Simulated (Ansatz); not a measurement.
Mg2NCl (R-3m) from a database structure, relaxed with r2SCAN, was run in Ansatz 0.2.0 under altered settings. All numbers are computed, without spin polarisation but where a row says otherwise.

```xyz
4
Lattice="1.6466 0.9507 5.9380 -1.6466 0.9507 5.9380 0.0000 -1.9013 5.9380" Properties=species:S:1:pos:R:3 pbc="T T T"
Mg    0.0000    0.0000    3.9709
Mg    0.0000    0.0000   13.8430
N     0.0000    0.0000    8.9069
Cl    0.0000    0.0000    0.0000
```

The base run's other keys:
```yaml
kpoints:
  mp_grid: { grid: [4, 4, 4] }
hamiltonian:
  xc: hse06
scf:
  occupations: { method: fixed }
  n_extra_bands: 5
```

It takes 14 iterations with 1099 plane waves at 420 eV and 13 k points, and leaves a mean stress of -0.21 GPa. The gap over this mesh is 3.657 eV. It ran on 4 threads of Arm Neoverse V1 (shared host).

Outcomes, with energy and stress as changes against the base:
```tsv
setting	outcome	ΔF (meV/atom)	Δ mean stress (GPa)	gap on the mesh (eV)	iterations	wall time
PBE hybrid, exx coeff 1.0, omega 0.1 1/Å	converged	–	-7.5	9.224	19	13 s
PBE hybrid, exx coeff 0.15, omega 0.2078 1/Å	converged	–	+1.1	3.152	13	9.8 s
PBE hybrid, exx coeff 0.5, unscreened	converged	–	-2.5	6.430	19	12 s
basis.ecutwfc: 250	converged, warned	+354	+1.1	3.557	13	4.8 s
```
A dash marks a value that wasn't obtained or can't be compared. Stress is positive in compression. The base took 9.5 s.

- PBE hybrid, exx coeff 1.0, omega 0.1 1/Å. That is 100 % exact exchange, screened with ω = 0.1 1/Å, against HSE06's 25 % screened at 0.208 1/Å. The mean stress moves by -7.5 GPa and the gap on the mesh by +5.567 eV (to 9.224). Totals of different functionals aren't comparable. The program warns that on this mesh the truncation of the exchange isn't bounded, so part of the change can be an error of the mesh.
- PBE hybrid, exx coeff 0.15, omega 0.2078 1/Å. That is 15 % exact exchange, screened with ω = 0.2078 1/Å, against HSE06's 25 % screened at 0.208 1/Å. The mean stress moves by +1.1 GPa and the gap on the mesh by -0.505 eV (to 3.152). Totals of different functionals aren't comparable.
- PBE hybrid, exx coeff 0.5, unscreened. That is 50 % exact exchange, at all ranges, against HSE06's 25 % screened at 0.208 1/Å. The mean stress moves by -2.5 GPa and the gap on the mesh by +2.773 eV (to 6.430). Totals of different functionals aren't comparable.
- basis.ecutwfc: 250. 501 plane waves in place of 1099. The free energy moves by +354 meV an atom, the mean stress by +1.1 GPa and the gap on the mesh by -0.100 eV (to 3.557). The basis is too small: these are errors of the cutoff. Warned: cutoff below recommended.

The program warns that its thresholds are loose for a hybrid's stress.

The meshes of the hybrids are coarse, so their gaps aren't converged to the digits shown.
